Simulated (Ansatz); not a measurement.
TiP (CsCl type, Pm-3m), plane-wave PAW PBE (Ansatz code), all energies at zero smearing, with the estimated change up to a 700 eV cutoff added, with one set of potentials and settings (totals compare only within such a set). Cell of 2 atoms (1 Ti, 1 P): -3256.837 eV.

```
element              reference phase  E (eV/atom)
-------  ---------------------------  -----------
Ti       P6/mmm, 3 atoms in the cell   -2499.6763
P          Cmce, 4 atoms in the cell    -755.6733
```

Formation energy per atom, worked out: (-3256.837 − 1×(-2499.6763) − 1×(-755.6733))/2 = -0.743 eV/atom (-72 kJ per mol of atoms), at 0 K, without zero-point energy or fitted corrections.

A made-up cell: these elements were put on the sites of a structure type; neither database checked (COD, Materials Project) lists it. COD files the formula under space group No. 194, so this cell is another polymorph or a model. Whether it is the stable phase at ambient conditions was not checked. Symmetry was held in the PBE relaxation; whether a distortion lowers the energy is not shown. No spin polarisation was allowed. The references are the lowest solids computed at this level, not always the standard phases.

Potentials: the earlier of the program's two PAW sets.
